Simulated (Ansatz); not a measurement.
Input:

TiSi:
```xyz
2
Lattice="3.0519 0.0000 0.0000 0.0000 3.0519 0.0000 0.0000 0.0000 3.0519" Properties=species:S:1:pos:R:3 pbc="T T T"
Ti     0.0000     0.0000     0.0000
Si     1.5260     1.5260     1.5260
```

This is the LDA-relaxed structure.

### Question
All from DFT-LDA in the program Ansatz with PAW potentials, unless another level is named. Estimate the electronic character.

### Answer
metallic (no gap).

### Question
Predict the density of states at the Fermi level.

### Answer
1.4 states/eV per atom (mean over ±0.08 eV).

### Question
Predict the formation energy from the elements (no fitted shifts).

### Answer
-0.35 eV/atom.

Space group Pm-3m (CsCl type). A made-up cell: these elements were put on the sites of a structure type; neither database checked (COD, Materials Project) lists it. COD files the formula under space group No. 25, so this cell is another polymorph or a model. Whether it is the stable phase at ambient conditions was not checked. Symmetry was held in the LDA relaxation. At this level the phase is dynamically unstable (imaginary phonons). The run is not spin-polarised. The references are the lowest solids computed at this level, not always the standard phases.

Potentials: the later of the program's two PAW sets.
